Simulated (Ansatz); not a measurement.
SnO$_{2}$:
```xyz
6
Lattice="4.8276 0.0000 0.0000 0.0000 4.8276 0.0000 0.0000 0.0000 3.2379" Properties=species:S:1:pos:R:3 pbc="T T T"
Sn     2.4138     2.4138     1.6190
Sn     0.0000     0.0000     0.0000
O      0.9337     3.8939     1.6190
O      3.8939     0.9337     1.6190
O      3.3475     3.3475     0.0000
O      1.4801     1.4801     0.0000
```

Relaxed with PBE. Special points in fractions of this cell's reciprocal vectors: Γ (0.000, 0.000, 0.000); X (0.000, 0.500, 0.000); M (0.500, 0.500, 0.000); Z (0.000, 0.000, 0.500); R (0.000, 0.500, 0.500); A (0.500, 0.500, 0.500).

### Question
List the band energies nearest the valence-band maximum at these points for the program Ansatz at the PBE level (PAW).

### Answer
In eV from the valence-band maximum; about four levels below and three above (degenerate sets whole), none deeper than 8.9 eV; points with the same levels are listed once.

| k | below | above |
|---|---|---|
| Γ | -1.25 -1.25 -0.73 -0.73 0.00 | 0.68 5.71 6.09 6.09 |
| X | -1.20 -1.20 -0.60 -0.60 | 3.89 3.89 6.83 6.83 |
| M | -1.32 -1.32 -0.85 -0.85 | 4.28 4.28 7.17 7.17 |
| Z | -1.52 -1.52 -1.18 -1.18 | 5.60 5.60 9.38 9.38 |
| R | -1.01 -1.01 -0.74 -0.74 | 5.86 5.86 7.63 7.63 |
| A | -0.91 -0.91 -0.78 -0.78 | 4.37 4.37 8.63 8.63 |

Space group P4_2/mnm (rutile). The cell was relaxed with PBE under the symmetry of its start. Spin–orbit coupling is left out wherever it is not named.

Potentials: the earlier of the program's two PAW sets.
